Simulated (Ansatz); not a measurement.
VIr:
```cif
data_Ir4V4
_chemical_formula_sum 'Ir4 V4'
_space_group_name_H-M_alt 'Cmmm'
_space_group_IT_number 65
_space_group_name_Hall '-C 2 2'
_cell_length_a 5.76495
_cell_length_b 6.67131
_cell_length_c 2.78018
_cell_angle_alpha 90.000
_cell_angle_beta 90.000
_cell_angle_gamma 90.000
loop_
_space_group_symop_operation_xyz
  'x, y, z'
  '-x, -y, -z'
  '-x, -y, z'
  'x, y, -z'
  'x, -y, -z'
  '-x, y, z'
  '-x, y, -z'
  'x, -y, z'
  'x+1/2, y+1/2, z'
  '-x+1/2, -y+1/2, -z'
  '-x+1/2, -y+1/2, z'
  'x+1/2, y+1/2, -z'
  'x+1/2, -y+1/2, -z'
  '-x+1/2, y+1/2, z'
  '-x+1/2, y+1/2, -z'
  'x+1/2, -y+1/2, z'
loop_
_atom_site_label
_atom_site_type_symbol
_atom_site_symmetry_multiplicity
_atom_site_Wyckoff_symbol
_atom_site_fract_x
_atom_site_fract_y
_atom_site_fract_z
_atom_site_occupancy
Ir1 Ir 4 j 0.50000 0.28449 0.50000 1
V1 V 4 g 0.29616 0.00000 0.00000 1
```
(The calculation used a cell of 4 atoms; values per cell refer to that cell.)

This is the PBEsol-relaxed structure.

Task: All from PBEsol (plane waves, PAW; program Ansatz), unless another level is named. Predict the formation energy from the elements (no fitted shifts).

Result: -0.53 eV/atom.

Task: And the density of states at the Fermi level?

Result: 0.65 states/eV per atom (mean over ±0.08 eV).

The workflow started from an entry of the Crystallography Open Database (COD), which files this formula under 2 space groups. Its standing as an ambient phase is unchecked. The PBEsol relaxation kept the symmetry of its start; whether a distortion lowers the energy is not shown. The workflow began spin-polarised and lost its moments. The references are the lowest solids computed at this level, not always the standard phases. Spin–orbit coupling is left out wherever it is not named.

Potentials: the later of the program's two PAW sets.
